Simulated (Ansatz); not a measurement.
**Ta4O (P4/mmm), a vibration from a frozen displacement**

Method: DFT PBEsol, scalar-relativistic, plane waves, PAW (Ansatz 0.2.0). Settings: plane waves to 420 eV, k-mesh 14×14×8 (Γ-centred), Gaussian smearing 0.15 eV. Spin–orbit coupling is left out, which matters for the heavy elements here. No spin polarisation. Energies are free energies at this smearing, counted from the undisturbed cell; pressure is positive in compression.

Reference structure (relaxed at this level; with this scan's settings it stands at 0.1 GPa; it needn't be the usual structure):

```
CELL_PARAMETERS angstrom
3.21094 0.00000 0.00000
0.00000 3.21094 0.00000
0.00000 0.00000 7.34198
ATOMIC_POSITIONS crystal
Ta 0.00000 0.00000 0.50000
Ta 0.50000 0.50000 0.78278
Ta 0.50000 0.50000 0.21722
Ta 0.00000 0.00000 0.00000
O 0.50000 0.50000 0.50000
```

Every Ta atom is moved by x along the Cartesian unit vector (0.577, 0.577, 0.577); the cell and all other atoms stay fixed. The cell's volume is 75.70 Å³; the moved atoms weigh 723.792 u together and the others 15.999 u. Some rows repeat others by symmetry and weren't run.

| x (Å) | ΔE (meV/cell) | total force on the moved atoms along the move (eV/Å) | pressure (GPa) |
| --- | --- | --- | --- |
| -0.3000 | 426.93 | 2.9985 | 4.2849 |
| -0.2625 | 322.67 | 2.5627 | 3.2994 |
| -0.2250 | 234.50 | 2.1446 | 2.4500 |
| -0.1875 | 161.45 | 1.7557 | 1.7324 |
| -0.1500 | 102.61 | 1.3848 | 1.1424 |
| -0.0750 | 25.46 | 0.6800 | 0.3532 |
| 0.0000 | 0.00 | 0.0000 | 0.0904 |
| 0.0750 | 25.46 | -0.6800 | 0.3532 |
| 0.1500 | 102.61 | -1.3848 | 1.1424 |
| 0.1875 | 161.45 | -1.7557 | 1.7324 |
| 0.2250 | 234.50 | -2.1446 | 2.4500 |
| 0.2625 | 322.67 | -2.5627 | 3.2994 |
| 0.3000 | 426.93 | -2.9985 | 4.2849 |

What frequency belongs to this motion?

The force constant is k = −dF/dx = 9.067 eV/Å², from the parabola through x = -0.0750, 0 and 0.0750. In every cell the moved atoms swing against the rest, so the mass is μ = m₁m₂/(m₁ + m₂) = 15.653 u, and ν̃ = 521.5 cm⁻¹ × √(|k|/μ) = 397 cm⁻¹. The pattern needn't be a normal mode: ν̃² is then a weighted mean of the squared nonzero frequencies at the zone centre of this cell, so it lies between the lowest and the highest of them.

How far does the harmonic law reach?

At x = -0.300 Å, kx²/2 = 408.00 meV against the computed 426.93 meV (+4.6 %): the well is still close to harmonic there.

The pressure changes with x². What does that say about the frequency under compression?

With E = k(V)x²/2, k ∝ V^(−2γ) and x scaling with the cell as V^(1/3), P − P0 = −∂E/∂V = (2γ − 2/3) ΔE/V. At x = 0.1500 Å, V(P − P0) = 75.70 × 1.05209 / 160.2 eV = 497.07 meV and ΔE = 102.61 meV, so γ = 1/3 + V(P − P0)/(2ΔE) = 2.76. This is the Grüneisen parameter of the motion under uniform scaling of the cell: shrinking the cell evenly by 1 % in volume raises the frequency by about 2.76 %.

No gap shows at this level, though a semilocal functional can close a small gap that the real compound has; without a gap these slopes depend on the k mesh and the smearing.